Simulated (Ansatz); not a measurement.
## LaC (zincblende structure)

Computed with Ansatz (plane waves, PAW, 420 eV cutoff): PBE, scalar-relativistic, no spin polarisation, 7×7×7 k-mesh, Gaussian smearing of 0.05 eV; PAW files: Ansatz's generated set soft_2.

```cif
data_structure
_symmetry_space_group_name_H-M 'P 1'
_symmetry_Int_Tables_number 1
_cell_length_a 4.0839
_cell_length_b 4.0839
_cell_length_c 8.1678
_cell_angle_alpha 60.000
_cell_angle_beta 60.000
_cell_angle_gamma 60.000
_cell_volume 96.33
loop_
_atom_site_label
_atom_site_type_symbol
_atom_site_fract_x
_atom_site_fract_y
_atom_site_fract_z
_atom_site_occupancy
La1 La 0.00000 0.00000 0.00000 1
C1 C 0.25000 0.25000 0.12500 1
La2 La 0.00000 0.00000 0.50000 1
C2 C 0.25000 0.25000 0.62500 1
```

The structure was built from a prototype; whether the compound forms in it isn't claimed.

The cell above (space group F-43m at a tolerance of 0.05 Å) comes from a relaxation within its symmetry on a finer mesh. All atoms were then moved at random (spread 0.10 Å) and the cell was relaxed without symmetry.

Question: Does the structure survive?

Answer: It doesn't stay. The energy falls by 1.2 meV/atom and the symmetry goes from F-43m to Cm (No. 8, tolerance 0.05 Å), with a volume change of -0.1 %. It stays metallic.

The relaxed cell:

```
CELL_PARAMETERS angstrom
-0.01279 2.95093 2.79425
2.92776 -0.01310 2.79456
5.81532 5.86228 0.01400
ATOMIC_POSITIONS crystal
La 0.99562 0.00485 0.00593
C 0.24902 0.25856 0.12848
La 0.99812 0.01068 0.50578
C 0.25307 0.26430 0.62848
```

Conventional cell at that tolerance: a = 6.95 Å, b = 4.18 Å, c = 6.93 Å, α = 90.00°, β = 107.02°, γ = 90.00°.

Spin–orbit coupling, which matters for such heavy elements, is left out. The k-mesh is coarse, so small energy differences aren't converged.
